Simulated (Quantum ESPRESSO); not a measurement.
Li3Mo2Nb2Rh, input and log of a self-consistent run

Simulated, not a measurement. The program is pw.x of Quantum ESPRESSO 7.5 (plane-wave density functional theory). The cell is made up: eight metal atoms on a face-centred cubic lattice, with elements, volume, strain and displacements drawn at random and not relaxed, so it may be unstable or far from any real phase. PseudoDojo standard norm-conserving files set the functional (PBE unless stated); there is no spin polarisation or spin-orbit coupling, the Fermi-Dirac width of 0.25 eV means electrons at about 2900 K, and the masses in the input are unused placeholders. A spin test at this wide smearing found no moment, but such smearing suppresses magnetism that the real alloy may have.

Input:

```
&control calculation='scf', pseudo_dir='./dojo.nc.sr.pbe.v0_5.standard.upf', outdir='./o', disk_io='minimal', tprnfor=.true., tstress=.true. /
&system ibrav=0, nat=8, ntyp=4, nbnd=54, ecutwfc=87.97787729, nosym=.true., tot_charge=0,
 occupations='smearing', smearing='fd', degauss=0.0183746611
/
&electrons conv_thr=1.470e-08, electron_maxstep=70, mixing_beta=0.5 /
ATOMIC_SPECIES
Li 1.0 Li.upf
Mo 1.0 Mo.upf
Nb 1.0 Nb.upf
Rh 1.0 Rh.upf
CELL_PARAMETERS angstrom
2.0381 4.091 2.0936
1.9656 -4.029 2.0423
2.0444 -0.0204 -6.2464
ATOMIC_POSITIONS angstrom
Li 0.0107 -0.0236 -0.0283
Mo 2.0204 -2.0198 -0.0162
Li 2.0291 0.0006 -2.1028
Nb 4.0248 -1.9809 -2.1624
Mo 2.0072 -0.0191 2.0801
Nb 2.0104 2.0538 -0.0023
Li 4.0141 0.012 0.0123
Rh 4.0203 2.08 -2.0436
K_POINTS automatic
5 6 4 1 1 1
```

The log is shortened where brackets say so; the opening notice, blank lines, dates and the lines on written files are dropped, and the path of the files is cut. It prints rydbergs, bohrs and kilobars, and counts compression as positive stress. Its total energy is the free energy E - TS of the whole cell.

```
     Program PWSCF v.7.5
     Parallel version (MPI & OpenMP), running on       4 processor cores
     Number of MPI processes:                 4
     Threads/MPI process:                     1
     [start-up lines left out]
     bravais-lattice index     =            0
     lattice parameter (alat)  =       9.5001  a.u.
     unit-cell volume          =     916.7485 (a.u.)^3
     number of atoms/cell      =            8
     number of atomic types    =            4
     number of electrons       =        80.00
     number of Kohn-Sham states=           54
     kinetic-energy cutoff     =      87.9779  Ry
     charge density cutoff     =     351.9115  Ry
     scf convergence threshold =      1.5E-08
     mixing beta               =       0.5000
     number of iterations used =            8  plain     mixing
     Exchange-correlation= PBE
                           (   1   4   3   4   0   0   0)
     [axes and pseudopotential details left out]
   Cartesian axes
     site n.     atom                  positions (alat units)
         1        Li     tau(   1) = (   0.0021284  -0.0046944  -0.0056293  )
         2        Mo     tau(   2) = (   0.4018893  -0.4017699  -0.0032224  )
         3        Li     tau(   3) = (   0.4036199   0.0001193  -0.4182799  )
         4        Nb     tau(   4) = (   0.8005959  -0.3940321  -0.4301353  )
         5        Mo     tau(   5) = (   0.3992636  -0.0037993   0.4137646  )
         6        Nb     tau(   6) = (   0.3999001   0.4085331  -0.0004575  )
         7        Li     tau(   7) = (   0.7984675   0.0023870   0.0024467  )
         8        Rh     tau(   8) = (   0.7997008   0.4137447  -0.4065041  )
     number of k points=    60  Fermi-Dirac smearing, width (Ry)=  0.0184
                       cart. coord. in units 2pi/alat
        k(    1) = (   0.2496290   0.0082094  -0.0189282), wk =   0.0333333
        k(    2) = (   0.4049650   0.0077725  -0.1692925), wk =   0.0333333
     [further k points left out]
     Dense  grid:   102177 G-vectors     FFT dimensions: (  60,  60,  75)
     Estimated max dynamical RAM per process >     309.78 MB
     Estimated total dynamical RAM >       1.14 GB
     Initial potential from superposition of free atoms
     starting charge      79.9782, renormalised to      80.0000
     Starting wfcs are   56 randomized atomic wfcs
     total cpu time spent up to now is        4.9 secs
     per-process dynamical memory:   243.7 Mb
     Self-consistent Calculation
     iteration #  1     ecut=    87.98 Ry     beta= 0.50
     Davidson diagonalization with overlap
     ethr =  1.00E-02,  avg # of iterations =  5.4
     total cpu time spent up to now is       17.2 secs
     total energy              =    -807.63494768 Ry
     estimated scf accuracy    <       0.93385992 Ry
     iteration #  2     ecut=    87.98 Ry     beta= 0.50
     Davidson diagonalization with overlap
     ethr =  1.17E-03,  avg # of iterations =  2.3
     total cpu time spent up to now is       27.8 secs
     total energy              =    -807.70719603 Ry
     estimated scf accuracy    <       0.57648455 Ry
     iteration #  3     ecut=    87.98 Ry     beta= 0.50
     Davidson diagonalization with overlap
     ethr =  7.21E-04,  avg # of iterations =  2.0
     total cpu time spent up to now is       37.7 secs
     total energy              =    -807.63426655 Ry
     estimated scf accuracy    <       3.27791252 Ry
     iteration #  4     ecut=    87.98 Ry     beta= 0.50
     Davidson diagonalization with overlap
     ethr =  7.21E-04,  avg # of iterations =  2.0
     total cpu time spent up to now is       46.6 secs
     total energy              =    -807.86075989 Ry
     estimated scf accuracy    <       0.20942565 Ry
     iteration #  5     ecut=    87.98 Ry     beta= 0.50
     Davidson diagonalization with overlap
     ethr =  2.62E-04,  avg # of iterations =  1.4
     total cpu time spent up to now is       55.3 secs
     total energy              =    -807.87783164 Ry
     estimated scf accuracy    <       0.11435002 Ry
     [iterations 6 to 9 left out]
     iteration # 10     ecut=    87.98 Ry     beta= 0.50
     Davidson diagonalization with overlap
     ethr =  1.51E-06,  avg # of iterations =  1.1
     total cpu time spent up to now is      102.0 secs
     total energy              =    -807.88840720 Ry
     estimated scf accuracy    <       0.00002769 Ry
     iteration # 11     ecut=    87.98 Ry     beta= 0.50
     Davidson diagonalization with overlap
     ethr =  3.46E-08,  avg # of iterations =  2.7
     total cpu time spent up to now is      112.5 secs
     total energy              =    -807.88841130 Ry
     estimated scf accuracy    <       0.00000101 Ry
     iteration # 12     ecut=    87.98 Ry     beta= 0.50
     Davidson diagonalization with overlap
     ethr =  1.26E-09,  avg # of iterations =  3.9
     total cpu time spent up to now is      123.5 secs
     total energy              =    -807.88841150 Ry
     estimated scf accuracy    <       0.00000016 Ry
     iteration # 13     ecut=    87.98 Ry     beta= 0.50
     Davidson diagonalization with overlap
     ethr =  1.94E-10,  avg # of iterations =  2.0
     total cpu time spent up to now is      133.2 secs
     total energy              =    -807.88841152 Ry
     estimated scf accuracy    <       0.00000005 Ry
     iteration # 14     ecut=    87.98 Ry     beta= 0.50
     Davidson diagonalization with overlap
     ethr =  6.44E-11,  avg # of iterations =  1.4
     total cpu time spent up to now is      141.6 secs
     End of self-consistent calculation
     [lines on levels left out]
!    total energy              =    -807.88841152 Ry
     estimated scf accuracy    <          7.0E-09 Ry
     smearing contrib. (-TS)   =      -0.11495153 Ry
     internal energy E=F+TS    =    -807.77345999 Ry
     The total energy is F=E-TS. E is the sum of the following terms:
     one-electron contribution =    -296.89336322 Ry
     hartree contribution      =     172.89960687 Ry
     xc contribution           =    -140.87090643 Ry
     ewald contribution        =    -542.90879722 Ry
     convergence has been achieved in  14 iterations
     Forces acting on atoms (cartesian axes, Ry/au):
     atom    1 type  1   force =    -0.00446583    0.00489564    0.00876945
     atom    2 type  2   force =    -0.02117927   -0.00050836    0.01592750
     atom    3 type  1   force =     0.00246494    0.00333214   -0.00213571
     atom    4 type  3   force =    -0.00462615   -0.01115287    0.00768343
     atom    5 type  2   force =     0.00072823    0.00773507   -0.00888241
     atom    6 type  3   force =     0.01507154   -0.00245715   -0.00683354
     atom    7 type  1   force =     0.00873527    0.00328064   -0.01008667
     atom    8 type  4   force =     0.00327126   -0.00512512   -0.00444205
     Total force =     0.041407     Total SCF correction =     0.000288
     Computing stress (Cartesian axis) and pressure
          total   stress  (Ry/bohr**3)                   (kbar)     P=     -106.53
  -0.00079442  -0.00000104  -0.00005293         -116.86       -0.15       -7.79
  -0.00000104  -0.00054055   0.00001664           -0.15      -79.52        2.45
  -0.00005293   0.00001664  -0.00083747           -7.79        2.45     -123.20
     init_run     :      4.49s CPU      4.71s WALL (       1 calls)
     electrons    :    135.98s CPU    136.77s WALL (       1 calls)
     forces       :      1.39s CPU      1.40s WALL (       1 calls)
     stress       :      4.71s CPU      4.71s WALL (       1 calls)
     [timing details left out]
     PWSCF        :   2m26.74s CPU   2m27.79s WALL
     JOB DONE.
```

In other units: free energy -10991.882 eV for the cell, pressure -10.65 GPa, largest force component 0.545 eV/Å in size. The run took 150 s of wall time with four MPI processes on a shared machine (Intel Xeon, 2023 or later, virtual cores), so the time is rough. A rerun of this cell at a higher cutoff and on a denser mesh moved values by no more than 0.002 eV in energy, 0.03 GPa in stress and 0.003 eV/Å in force, and a second program with other atomic files agreed on that cell to 2 % rms in force and 0.5 GPa in pressure.